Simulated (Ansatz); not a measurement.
BaTiHO₂ in space group P4/mmm (No. 123; Ba on 1d, Ti on 1a, O on 2f, H on 1b) at seven volumes, the program Ansatz at the PBE level (PAW), shape and atoms relaxed at each. One row is withheld.

```csv
V (Å³/atom),P (GPa)
11.872,13.01
12.263,7.97
12.655,3.62
13.046,-0.01
13.438,-3.07
13.829,?
14.220,-7.76
```

### Question
Fit the shown pressures and predict the withheld one.

### Answer
P = (3/2)B₀(x^(7/2) − x^(5/2))[1 + (3/4)(B′ − 4)(x − 1)] with x = (V₀/V)^(2/3). Least squares on the six rows gives V₀ = 13.047 Å³/atom, B₀ = 111 GPa, B′ = 4.72. At V = 13.829, x = 0.9619 and P = -5.63 GPa. The run itself gave -5.70 GPa.

The start of the workflow was typed in or built on a structure type; neither database checked (COD, Materials Project) lists it. Its standing as an ambient phase is unchecked. The cell was relaxed with PBE under the symmetry of its start; whether a distortion lowers the energy is not shown. The final state is ferromagnetic, chosen from 4 collinear starts compared on coarse meshes (ties went to the first, and starts can fall back to one state), not a proven ground state. No Hubbard U is applied. Scalar-relativistic: spin–orbit coupling is off unless named, which matters more the heavier the elements.

Potentials: the earlier of the program's two PAW sets.
